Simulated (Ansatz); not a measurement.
Values for one crystal, relaxed and computed with r²SCAN in the plane-wave PAW code Ansatz; other levels are named.

- Volume per atom = 14.16 Å³
- Band gap = 4.74 eV (indirect)
- Valence-band maximum = on the Γ–Z line, 54 % of the way from Γ (k = 0.000, 0.271, 0.000 in fractions of the reciprocal vectors)
- Conduction-band minimum = at Γ
- Smallest direct gap on the standard path = 4.80 eV
- Formation energy from the elements (no fitted shifts) = -1.10 eV/atom

**Question.** Which compound is it?
A. GeSe2O6, P2_1/c (Pearson symbol mP18)
B. HfO2, rutile
C. Ga2O3, bixbyite
D. SiO2, Pbcn (Si on 4c, O on 8d)

**Answer.** A, GeSe2O6, P2_1/c (Pearson symbol mP18)

The first step of the workflow began from a Materials Project structure, measured or hypothetical; the Crystallography Open Database copy checked does not list it. Its standing as an ambient phase is unchecked. The cell was relaxed with r²SCAN under the symmetry of its start; its stability against distortions is not shown here. The references are the lowest solids computed at this level, not always the standard phases (solids in place of the gases). Spin–orbit coupling is left out wherever it is not named.

Potentials: the later of the program's two PAW sets.
